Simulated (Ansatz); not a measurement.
Yb (fcc, Cu type), conventional cell a = 5.2236 Å, b = 5.2236 Å, c = 5.2236 Å, α = 90.00°, β = 90.00°, γ = 90.00°. The calculation uses the primitive cell of 1 atom, to which meshes and values per cell refer.

The volume is varied about the relaxed value V₀ at fixed cell shape. Symmetry pins the atoms to their sites.

Computed with PBE (plane waves to 420 eV, PAW, scalar-relativistic; Ansatz, a first-principles code). k mesh 15×15×15 (Γ-centred), Fermi-Dirac smearing 0.05 eV. The energy includes the smearing's −TS. The relaxed volume of Yb is well below the measured one. Yb is run without spin polarisation. Yb was relaxed with its symmetry unable to fall. The filling of the f shell was not checked against other fillings, so treat energies with care. ΔE is measured from the relaxed starting cell. The last digit holds for this mesh only.

```
V (Å³/atom)  ΔE (meV/atom)
-----------  -------------
32.070                24.8
32.961                13.5
33.852                 5.8
34.743                 1.4
35.634                 0.0
36.525                 1.3
37.415                 4.9
38.306                10.7
39.197                18.4
```

Q: What bulk modulus B₀ follows from a third-order Birch-Murnaghan fit?

A: 19.1 GPa.

Q: What is the fitted pressure derivative B₀′?

A: 3.3.

(A scan under strain: stresses follow from slopes of the energy per volume, elastic moduli from its curvatures.)
